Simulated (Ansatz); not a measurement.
Input and command of a plane-wave DFT calculation in Ansatz:

```yaml
crystal:
  lattice:
    - [2.4227077728, 1.3987509848, 3.1182544372]
    - [-2.4227077728, 1.3987509848, 3.1182544372]
    - [0.0, -2.7975019696, 3.1182544372]
  atoms:
    - { symbol: Bi, position: [0.5, 0.5, 0.5] }
    - { symbol: Te, position: [0.0, 0.0, 0.0] }
basis:
  ecutwfc: 500
kpoints:
  mp_grid: { grid: [12, 12, 12] }
hamiltonian:
  xc: r2scan
scf:
  occupations: { method: gaussian, width: 0.15 }
output:
  forces: true
  stress: true
  eigenvalues: true
```

```bash
ansatz run input.yaml --threads 1 --pin off --max-ram 2560MiB --backend cpu --events-out ev --progress --plain --runs-dir out
```

Processor: Intel(R) Xeon(R) Processor @ 2.50GHz (Skylake/Cascade Lake), 1 thread, on a host shared with other jobs.

Question: Estimate time, memory and problem size.

Answer: About 62 s on 1 thread of Intel(R) Xeon(R) Processor @ 2.50GHz (Skylake/Cascade Lake), with other jobs on the host, peak memory 0.68 GiB. It solves 20 bands at 189 k points (the mesh reduced by symmetry) with about 1619 plane waves, in 6 SCF iterations.
